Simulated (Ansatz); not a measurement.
Relaxed-ion elastic tensor of Sc (dhcp (α-La type), P6_3/mmc) in GPa (Voigt order), DFT-PBEsol in the program Ansatz with PAW potentials; density 3.17 g/cm³, 23.57 Å³ per atom.

```
93.1  40.3  31.4   0.0   0.0   0.0
40.3  93.1  31.4   0.0   0.0   0.0
31.4  31.4   104   0.0   0.0   0.0
 0.0   0.0   0.0  26.5   0.0   0.0
 0.0   0.0   0.0   0.0  26.5   0.0
 0.0   0.0   0.0   0.0   0.0  26.4
```

Q: Is the crystal mechanically stable?

A: Yes: the smallest eigenvalue of C is 26.4 GPa.

Q: Work out the Voigt, Reuss and Hill averages.

A: K_V = 55.2, K_R = 55.2, K_H = 55.2; G_V = 28.4, G_R = 28.0, G_H = 28.2 GPa.

Q: Give Young's modulus, Poisson's ratio, Pugh's ratio and the universal anisotropy index.

A: E = 9KG/(3K + G) = 72.2 GPa; ν = 0.28; K/G = 1.96 (ductile by the Pugh limit of 1.75); A_U = 5G_V/G_R + K_V/K_R − 6 = 0.08.

Q: Estimate the sound speeds and the Debye temperature.

A: v_l = √((K + 4G/3)/ρ) = 5410 m/s, v_t = √(G/ρ) = 2980 m/s, mean 3320 m/s; Θ = (h/k)(3n/4πV)^(1/3) v_m = 345 K.

Q: Solve the Christoffel equation for the three sound speeds along x, y, z.

A: Eigenvalues of C_ijkl n_j n_l equal ρv². In km/s, slowest first: x 2.89, 2.90, 5.42; y 2.89, 2.90, 5.42; z 2.90, 2.90, 5.73.

Q: How much does each axis shrink under pressure?

A: Linear compressibilities β_i = Σ_j S_ij (j = 1 to 3): x 6.1, y 6.1, z 5.9 per TPa.

The start of the workflow was typed in or built on a structure type. Its sites differ from those of the usual phase in this space group: another stacking or structure type. The PBEsol relaxation kept the symmetry of its start; whether a distortion lowers the energy is not shown. No spin polarisation was allowed. As this level gives no gap, shear constants depend on the k-mesh and smearing (Fermi–Dirac, 0.1 eV here).

Potentials: the earlier of the program's two PAW sets. The files were generated under PBE; for other functionals the program regenerates the frozen cores, and for LDA and PBEsol the local potential too.
